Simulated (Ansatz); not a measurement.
ZrB (rock salt, space group No. 225), PBE in the plane-wave PAW code Ansatz, all energies at zero smearing, with the estimated change up to a 700 eV cutoff added, with one set of potentials and settings (totals compare only within such a set). Cell of 2 atoms (1 Zr, 1 B): -4340.534 eV.

```
element                reference phase  E (eV/atom)
-------  -----------------------------  -----------
Zr       P6_3/mmc, 2 atoms in the cell   -4183.8362
B           R-3m, 12 atoms in the cell    -155.9161
```

Formation energy per atom, worked out: (-4340.534 − 1×(-4183.8362) − 1×(-155.9161))/2 = -0.391 eV/atom (-38 kJ per mol of atoms), at 0 K, without zero-point energy or fitted corrections.

Space group Fm-3m (rock salt). The workflow started from an entry of the Crystallography Open Database (COD). Whether it is the stable phase at ambient conditions was not checked. Symmetry was held in the PBE relaxation; its stability against distortions is not shown here. The run is not spin-polarised. The volume moved by 17 % from the start of the relaxation. The references are the lowest solids computed at this level, not always the standard phases.

Potentials: the later of the program's two PAW sets.
